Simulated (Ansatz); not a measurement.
Relaxed candidate structures of InAs:

A. P6₃mc (No. 186), hP4, wurtzite type; a = b = 4.3098 Å, c = 7.0866 Å, α = β = 90.00°, γ = 120.00°; In 2b (0.333, 0.667, 0.500); As 2b (0.333, 0.667, 0.125)

B. F-43m (No. 216), cF8, zinc blende type; a = 6.110 Å, b = 6.110 Å, c = 6.110 Å, α = 90.00°, β = 90.00°, γ = 90.00°; As 4c (0.250, 0.250, 0.250); In 4a (0.000, 0.000, 0.000)

C. R-3m, hexagonal axes (No. 166), hR4; a = b = 4.4656 Å, c = 21.0619 Å, α = β = 90.00°, γ = 120.00°; As 6c (0.000, 0.000, 0.174); In 6c (0.000, 0.000, 0.301)

D. P6₂22 (No. 180), hP6; a = b = 4.294 Å, c = 9.622 Å, α = β = 90.00°, γ = 120.00°; In 3d (0.500, 0.000, 0.500); As 3c (0.500, 0.000, 0.000)

E. P-6m2 (No. 187), hP2, AFLOW prototype AB_hP2_187_d_a (B_h, as in WC); a = b = 3.9652 Å, c = 3.5119 Å, α = β = 90.00°, γ = 120.00°; As 1b (0.000, 0.000, 0.500); In 1e (0.667, 0.333, 0.000)

Problem. Order them by energy per atom (lowest first) at the level r2SCAN (plane waves to 500 eV, PAW, scalar-relativistic; Ansatz, a program for electronic structure).

Solution. B (reference, the lowest among the structures calculated here), A (+0.007 eV/atom), D (+0.16 eV/atom), E (+0.40 eV/atom), C (+0.53 eV/atom)

Each run could gain symmetry but not lose that of its start, so entries can be saddle points. From databases, or of a type measured for this composition: F-43m, cF8, zinc blende type; the others are generated cells (placed on structure types, drawn at random, substituted or restacked) that were not matched to a known phase here. Energies are at zero temperature and pressure, without zero-point motion. No spin polarisation in the result.
